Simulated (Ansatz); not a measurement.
ZnSe2: strain energy, fitted

ZnSe2, Pa-3, a = 6.239 Å. The structure is a Materials Project entry; whether it is the stable form wasn't checked. Ansatz: PBEsol, PAW, 420 eV, Γ-centred 6×6×6 mesh on 12 atoms, Gaussian smearing 0.02 eV; no spin polarisation. Series: uniaxial strain along a, with b, c and atoms relaxed; x is the strain in per cent. y is the free energy over the unstrained cell, V0 = 20.240 Å³/atom.

| x (%) | y (meV/atom) |
| --- | --- |
| -3.0 | ? |
| -1.5 | 0.81 |
| 0.0 | 0.00 |
| 1.5 | 0.76 |
| 3.0 | 2.91 |

Task: Fit y = c2 x² + c3 x³ to the other rows, turn c2 into a modulus, and predict the missing energy.

Result: Least squares on the rows shown. y = 0.3482 x² − 0.008275 x³. In eV per unit strain² c2 is 3.482; this is Young's modulus along the axis (E = ½ Y V0 ε²): 2 × 3.482 × 160.2 / (20.240) = 55 GPa. At x = -3.0 the fit asked for gives 3.36 meV/atom. The run gave 3.43 meV/atom, so the fit is 0.07 meV/atom too low, a small miss on the scale of the series. The form still works here, 33 % of the fitted range beyond its end.

Cost: 5 runs of about 27 core-minutes in all, on Arm Neoverse V2 (shared hosts).